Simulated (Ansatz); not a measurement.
Equation of state of VSi

Space group F-43m (No. 216). a = 5.529 Å, b = 5.529 Å, c = 5.529 Å, α = 90.00°, β = 90.00°, γ = 90.00°
| atom | site | symmetry | x | y | z |
| --- | --- | --- | --- | --- | --- |
| V | 4a | -43m | 0.0000 | 0.0000 | 0.0000 |
| Si | 4d | -43m | 0.2500 | 0.2500 | 0.7500 |

The runs use the primitive cell with vectors (0.000, 2.765, 2.765), (2.765, 0.000, 2.765), (2.765, 2.765, 0.000) Å, to which the k mesh refers.

The structure comes from a relaxation in the same program, started in the zincblende type, and has space group F-43m. Whether it is a known phase or the ground state wasn't checked.

The magnetic state is the one reached from the start moments; no search over orders was made, so it needn't be the ground state.

Methods: DFT, PBE, all-electron LAPW, scalar-relativistic (Ansatz 0.2.0); DFT, PBE, PAW with Ansatz's default frozen-core files, scalar-relativistic (Ansatz 0.2.0).

For LAPW: a Γ-centred 11×11×11 k mesh, Fermi–Dirac smearing of 0.05 eV, basis error target 1 meV/atom, spin-polarised from start moments V1 1.5 μB. PAW takes a cutoff of 420 eV at this cell. The Ansatz runs share mesh, smearing and spin set-up. Plane-wave (PAW) pressures include the program's estimate of the Pulay term.

The cell above is scaled evenly, with fractional coordinates and shape held.

```
V/V(cell)  V (Å³/atom)  P, LAPW (GPa)  P, PAW (GPa)  moment, LAPW (μB)  free energy over the lowest listed, PAW (meV/atom)
   0.9405       19.872           4.98          5.00               0.37                                                18.4
   0.9700       20.495              ?             ?                  ?                                                   ?
   1.0000       21.129          -0.01         -0.01               0.56                                                 0.0
   1.0300       21.763          -1.83         -1.83               0.71                                                 3.7
   1.0600       22.397          -3.32         -3.32               0.85                                                14.1
```

Task: Fill in the row V/V(cell) = 0.9700.

Result: P, LAPW (GPa) = 2.28, P, PAW (GPa) = 2.29, moment, LAPW (μB) = 0.45, free energy over the lowest listed, PAW (meV/atom) = 4.3.

Task: What do Birch–Murnaghan fits to the pressures give?

Result: LAPW: V0 = 21.13 Å³/atom, B0 = 68 GPa, B0′ = 5.9; PAW: V0 = 21.13 Å³/atom, B0 = 68 GPa, B0′ = 6.0.

PAW's V0 lies 0.01 % from the all-electron value and its B0 0.2 %. Symmetry fixes shape and coordinates here, so this is the relaxed modulus.
